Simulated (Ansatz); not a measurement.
CdO:
```
CELL_PARAMETERS angstrom
      3.62385     0.00000     0.00000
     -1.81192     3.13834     0.00000
      0.00000     0.00000     5.65789
ATOMIC_POSITIONS crystal
  Cd 0.66667 0.33333 0.49745
  Cd 0.33333 0.66667 0.99745
  O  0.66667 0.33333 0.88745
  O  0.33333 0.66667 0.38745
```

Relaxed with PBEsol. Special points in fractions of this cell's reciprocal vectors: Γ (0.000, 0.000, 0.000); M (0.500, 0.000, 0.000); K (0.333, 0.333, 0.000); A (0.000, 0.000, 0.500); L (0.500, 0.000, 0.500); H (0.333, 0.333, 0.500).

### Question
List the band energies nearest the Fermi level at these points for the program Ansatz at the PBEsol with spin–orbit coupling level (PAW).

### Answer
In eV from the Fermi level; about four levels below and three above (degenerate sets whole), none deeper than 8.9 eV; points with the same levels are listed once.

```tsv
k	below	above
Γ	-0.14 -0.14 -0.04 -0.04	0.01 0.01 3.96 3.96
M	-1.03 -1.03 -0.83 -0.83	4.32 4.32 5.61 5.61
K	-1.59 -1.59 -1.55 -1.55 -1.52	5.93 5.93 5.96 5.96
A	-0.33 -0.33 -0.33 -0.33	2.24 2.24 2.24 2.24
L	-1.09 -1.09 -1.09 -1.09	4.76 4.76 4.76 4.76
H	-0.98 -0.98 -0.98 -0.98	6.61 6.61 6.66 6.66
```

Space group P6_3mc (wurtzite). The first step of the workflow began from a Materials Project structure, measured or hypothetical; the Crystallography Open Database copy checked does not list it. It is not the phase usual at ambient conditions (space group No. 225). Symmetry was held in the PBEsol relaxation; its stability against distortions is not shown here. The Fermi level of a semimetal is unsure by some 0.05 eV on such meshes.

Potentials: the later of the program's two PAW sets.
